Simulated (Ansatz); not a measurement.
MoSeS:
```
CELL_PARAMETERS angstrom
      3.24257     0.00000     0.00000
     -1.62129     2.80815     0.00000
      0.00000     0.00000    12.94975
ATOMIC_POSITIONS crystal
  Mo 0.00000 0.00000 0.26262
  Mo 0.00000 0.00000 0.73738
  Se 0.66667 0.33333 0.86774
  Se 0.33333 0.66667 0.13226
  S  0.33333 0.66667 0.37985
  S  0.66667 0.33333 0.62015
```

r²SCAN+D4 (plane waves, PAW; program Ansatz) gives a gap of 0.90 eV without spin–orbit coupling, maximum at Γ, minimum on the K–Γ line, 45 % of the way from K.

What happens when spin–orbit coupling is switched on?

The gap hardly moves, to 0.90 eV; maximum at Γ, minimum on the K–Γ line, 45 % of the way from K.

Give the electron effective mass with spin–orbit coupling.

0.59, 0.63, 0.91 mₑ (principal values).

Give the hole effective mass with spin–orbit coupling.

0.80, 0.80, 1.6 mₑ (principal values).

Space group P-3m1. The first step of the workflow began from a Materials Project structure, measured or hypothetical; the Crystallography Open Database copy checked does not list it. Its standing as an ambient phase is unchecked. Symmetry was held in the r²SCAN+D4 relaxation; its stability against distortions is not shown here. The run is not spin-polarised.

Potentials: the later of the program's two PAW sets.
